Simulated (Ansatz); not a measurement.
# Sc$_{6}$Te$_{2}$Rh: pressure against volume

A database entry relaxed whole under r2SCAN (P-62m):

```
Sc Te Rh
1.0
     7.77587    0.00000    0.00000
    -3.88794    6.73410    0.00000
     0.00000    0.00000    3.80036
Sc Te Rh
6 2 1
Direct
  0.24075 0.00000 0.00000
  0.75925 0.75925 0.00000
  0.00000 0.24075 0.00000
  0.60879 0.00000 0.50000
  0.39121 0.39121 0.50000
  0.00000 0.60879 0.50000
  0.33333 0.66667 0.00000
  0.66667 0.33333 0.00000
  0.00000 0.00000 0.50000
```

The cell was scaled uniformly, its shape held, and the atoms relaxed at each volume with plane-wave PAW DFT (Ansatz 0.2.0; r2SCAN, 500 eV, 5×5×9 Γ-centred mesh, fermi-dirac occupations of width 0.100 eV; no spin, no spin-orbit coupling). One row is withheld.

```tsv
volume (Å³/atom)	energy over the lowest (meV/atom)	pressure (GPa)
20.784	20.7	5.52
21.227	?	?
21.669	1.9	1.64
22.111	0.0	0.00
22.553	2.3	-1.47
22.996	8.5	-2.79
23.438	18.1	-3.96
```

Question: Fit the pressures of the other rows to the third-order Birch-Murnaghan form.

Answer: With f = [(V₀/V)^(2/3) − 1]/2 and P = 3B₀f(1 + 2f)^(5/2)[1 + 3(B₀′ − 4)f/2], least squares gives V₀ = 22.11 Å³ an atom, B₀ = 77.6 GPa and B₀′ = 4.5; the rows miss the fit by less than 0.01 GPa. The slope of the energies differs from these pressures by 0.12 GPa, since they are taken to zero smearing while pressures follow the free energy.

Question: What does the withheld row hold?

Answer: The fit gives 3.47 GPa at 21.227 Å³; the run gave 3.47 GPa and 8.7 meV an atom.

Caveats: the shape of the cell was held, so B₀ is an upper bound where the axes differ in stiffness; 0 K, fixed nuclei; the symmetry was kept, and this need not be the phase that is stable at 0 K; one mesh for all volumes; every run is gapless at this level; pressure is positive in compression.
